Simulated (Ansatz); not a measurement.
Ba4P2O: computed property card

Ba4P2O:
```
Ba4P2O
1.0
    3.58500    -8.31395     0.00000
    3.58500     8.31395     0.00000
    0.00000     0.00000     7.49284
Ba P O
8 4 2
Direct
  0.67663   0.32337   0.43901
  0.32337   0.67663   0.56099
  0.82337   0.17663   0.93901
  0.17663   0.82337   0.06099
  0.73211   0.76789   0.25000
  0.26789   0.23211   0.75000
  0.76789   0.73211   0.75000
  0.23211   0.26789   0.25000
  0.13508   0.86492   0.47823
  0.86492   0.13508   0.52177
  0.36492   0.63508   0.97823
  0.63508   0.36492   0.02177
  0.50000   0.50000   0.50000
  0.00000   0.00000   0.00000
```

Space group Cmce (No. 64); conventional cell a = 7.170 Å, b = 16.628 Å, c = 7.493 Å, α = β = γ = 90.00°.

Method: DFT-r²SCAN in the program Ansatz with PAW potentials. The cell and atoms are relaxed at this level. Other levels are named where they apply.

### Cell and energy

```json
{
  "volume_per_atom": "31.90 Å³",
  "density": "4.66 g/cm³",
  "Formation energy from the elements (no fitted shifts)": "-1.68 eV/atom"
}
```

### Electronic structure

```json
{
  "band_gap": "1.28 eV (direct)",
  "valence_band_maximum": "at Y (k = 0.500, 0.500, 0.000 in fractions of the reciprocal vectors)",
  "conduction_band_minimum": "at Y (k = 0.500, 0.500, 0.000 in fractions of the reciprocal vectors)",
  "electron_effective_mass": "0.31, 0.33, 2.1 mₑ (principal values)",
  "hole_effective_mass": "0.28, 0.57, 1.7 mₑ (principal values)",
  "Gap with spin–orbit coupling": "1.27 eV"
}
```

### Mechanics

```json
{
  "Bulk modulus (Birch–Murnaghan fit)": "42.1 GPa",
  "Pressure derivative B′": "4.2"
}
```

The workflow started from a Materials Project entry (that database holds measured and hypothetical structures alike); the Crystallography Open Database copy checked does not list it. Whether it is the stable phase at ambient conditions was not checked. The r²SCAN relaxation kept the symmetry of its start; its stability against distortions is not shown here. The references are the lowest solids computed at this level, not always the standard phases (solids in place of the gases). Scalar-relativistic: spin–orbit coupling is off unless named, which matters more the heavier the elements.

Potentials: the later of the program's two PAW sets.
